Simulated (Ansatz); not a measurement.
## CsCl-type GdCd

Computed with Ansatz (plane waves, PAW, 420 eV cutoff): PBEsol, scalar-relativistic, collinear spin, 8×8×8 k-mesh, Gaussian smearing of 0.05 eV; PAW files: Ansatz's generated set soft_2.

```cif
data_structure
_symmetry_space_group_name_H-M 'Pm-3m'
_symmetry_Int_Tables_number 221
_cell_length_a 3.7153
_cell_length_b 3.7153
_cell_length_c 3.7153
_cell_angle_alpha 90.000
_cell_angle_beta 90.000
_cell_angle_gamma 90.000
_cell_volume 51.28
loop_
_atom_site_label
_atom_site_type_symbol
_atom_site_symmetry_multiplicity
_atom_site_Wyckoff_symbol
_atom_site_fract_x
_atom_site_fract_y
_atom_site_fract_z
_atom_site_occupancy
Gd1 Gd 1 a 0.00000 0.00000 0.00000 1
Cd1 Cd 1 b 0.50000 0.50000 0.50000 1
```

This is a trial structure made by placing the elements on a prototype's sites, so it needn't be the stable form.

Magnetic state: ferromagnetic, site spin moments Gd 7.14 μB.

The cell above was scaled in volume, its shape and atoms being fixed by the lattice's symmetry. Energies are counted from the cell above.

Cell and atoms are those of this level's equilibrium.

| V (Å³/atom) | ΔE (meV/atom) | P (GPa) | largest moment (μB) |
| --- | --- | --- | --- |
| 24.62 | 8.0 | 2.5 | 7.15 |
| 25.13 | 2.0 | 1.2 | 7.14 |
| 25.64 | 0.0 | 0.0 | 7.14 |
| 26.15 | 1.7 | -1.1 | 7.13 |
| 26.67 | 6.8 | -2.1 | 7.13 |

Q: What do the points give for the equilibrium volume, the bulk modulus and its pressure derivative (third-order Birch–Murnaghan)?

A: V0 = 25.65 Å³/atom, B0 = 58 GPa, B0′ = 3.9.

B0·V0 = 57.6 GPa × 25.65 Å³ = 9.21 eV/atom sets the scale: near the minimum ΔE ≈ ½ B0 V0 x², with x = V/V0 − 1, and a pressure of 0.6 GPa squeezes the volume by about 1 %. At the ends of the curve: x = −4.0 % predicts 7.5 meV/atom and the run gives 8.0; x = +4.0 % predicts 7.3 meV/atom and the run gives 6.8. The lopsidedness is anharmonic: atoms resist being pushed together more than being pulled apart.

Without a U the 4f levels of Gd lie too near the Fermi level, so their share of the states there, and what hangs on it, is overstated. For elements this heavy, spin–orbit coupling would shift levels and gaps; it isn't included here. Site moments are of spin, integrated over atomic spheres. Only parallel moments were tried, so the real magnetic order may be another. The run is a metal.
